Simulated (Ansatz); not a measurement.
The cell below belongs to a search over invented structures; it isn't taken from experiment.

Input and command of a plane-wave DFT calculation in Ansatz:

```yaml
crystal:
  lattice:
    - [6.237875397, -0.022818779, -0.2074325624]
    - [3.0429510997, 5.6359818683, -0.0500120181]
    - [2.6246869649, 1.8504346156, 5.730141508]
  atoms:
    - { symbol: W, position: [0.0, 0.0, 0.0] }
    - { symbol: Cl, position: [0.2398852164, 0.6732862516, 0.2589683518] }
    - { symbol: Cl, position: [0.7601147836, 0.3267137484, 0.7410316482] }
    - { symbol: F, position: [0.2838579315, 0.0698531222, 0.8053930881] }
    - { symbol: F, position: [0.9368587565, 0.2192284201, 0.1538306765] }
    - { symbol: F, position: [0.0631412435, 0.7807715799, 0.8461693235] }
    - { symbol: F, position: [0.7161420685, 0.9301468778, 0.1946069119] }
basis:
  ecutwfc: 420
kpoints:
  mp_grid: { grid: [6, 6, 4] }
hamiltonian:
  xc: pbe
scf:
  occupations: { method: gaussian, width: 0.02 }
output:
  forces: true
  stress: true
  eigenvalues: true
relax:
  adjacent_minimum: "off"
  f_tol: 0.01
  max_steps: 30
  cell: { stress_tol: 0.1, fix: [volume] }
```

```bash
ansatz run input.yaml --threads 1 --pin off --max-ram 2560MiB --backend cpu --events-out ev --progress --plain --runs-dir out
```

Processor: Arm Neoverse V1, 1 thread, on a host shared with other jobs.

Question: How long does it run, and how much memory does it take?

Answer: About 5.8 min, peak memory 0.7 GiB. It solves 35 bands at 76 k points (after reduction by symmetry) with about 3991 plane waves, in 81 SCF iterations over 11 ionic steps.
